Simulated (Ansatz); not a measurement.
Mo2N in space group R-3m (No. 166; Mo on 6c, N on 3a) at seven volumes, r²SCAN (plane waves, PAW; program Ansatz), shape and atoms relaxed at each. One row is withheld.

```tsv
V (Å³/atom)	P (GPa)
10.878	37.49
11.237	22.94
11.595	10.57
11.954	0.02
12.313	-8.96
12.671	?
13.030	-23.06
```

Problem. Fit the shown pressures and predict the withheld one.

Solution. Third-order Birch–Murnaghan: P = (3/2)B₀(x^(7/2) − x^(5/2))[1 + (3/4)(B′ − 4)(x − 1)] with x = (V₀/V)^(2/3). Least squares on the six rows gives V₀ = 11.955 Å³/atom, B₀ = 323.1 GPa, B′ = 4.36. At V = 12.671, x = 0.9620 and P = -16.56 GPa. The run itself gave -16.60 GPa.

The workflow started from a Materials Project entry (that database holds measured and hypothetical structures alike); the Crystallography Open Database copy checked does not list it. COD files the formula under space group No. 141. Its standing as an ambient phase is unchecked. Symmetry was held in the r²SCAN relaxation; whether a distortion lowers the energy is not shown. The run is not spin-polarised.

Potentials: the later of the program's two PAW sets.
